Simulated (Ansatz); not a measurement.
ZnS (zinc blende)

```yaml
crystal:
  lattice:
    - [0.00000, 2.67826, 2.67826]
    - [2.67826, 0.00000, 2.67826]
    - [2.67826, 2.67826, 0.00000]
  atoms:
    - { symbol: S, position: [0.25000, 0.25000, 0.25000] }
    - { symbol: Zn, position: [0.00000, 0.00000, 0.00000] }
```

This relaxed cell (volume V₀) is scaled evenly in all directions, its shape held. Symmetry pins the atoms to their sites.

All values below come from PBEsol (plane waves to 420 eV, PAW, scalar-relativistic; Ansatz, a first-principles code). k mesh 11×11×11 (Γ-centred), Fermi-Dirac smearing 0.05 eV. Compression counts positive. ZnS was relaxed with its symmetry unable to fall.

At one point of the scan the stress tensor (GPa) is:

```
  -3.34     0.00     0.00
   0.00    -3.34     0.00
   0.00     0.00    -3.34
```

Which point is it?
(A) V/V₀ = 1.060
(B) V/V₀ = 1.024
(C) V/V₀ = 1.048
(D) V/V₀ = 1.012

C, V/V₀ = 1.048

(A scan under strain: stresses follow from slopes of the energy per volume, elastic moduli from its curvatures.)
